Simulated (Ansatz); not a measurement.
TaGe2 in space group P6/mmm (No. 191; Ta on 1a, Ge on 2d) at seven volumes, PBE in the plane-wave PAW code Ansatz, shape and atoms relaxed at each. One row is withheld.

```tsv
V (Å³/atom)	P (GPa)
15.667	13.81
16.183	?
16.700	3.79
17.216	0.00
17.733	-3.19
18.249	-5.96
18.766	-8.39
```

Fit the shown pressures and predict the withheld one.

P = (3/2)B₀(x^(7/2) − x^(5/2))[1 + (3/4)(B′ − 4)(x − 1)] with x = (V₀/V)^(2/3). Least squares on the six rows gives V₀ = 17.217 Å³/atom, B₀ = 118 GPa, B′ = 4.57. At V = 16.183, x = 1.0422 and P = 8.42 GPa. The run itself gave 8.32 GPa.

The cell is a constructed one: a structure type filled with these elements; neither database checked (COD, Materials Project) lists it. COD files the formula under space group No. 180, so this cell is another polymorph or a model. Whether it is the stable phase at ambient conditions was not checked. The PBE relaxation kept the symmetry of its start; its stability against distortions is not shown here. No spin polarisation was allowed. Spin–orbit coupling is left out wherever it is not named.

Potentials: the later of the program's two PAW sets.
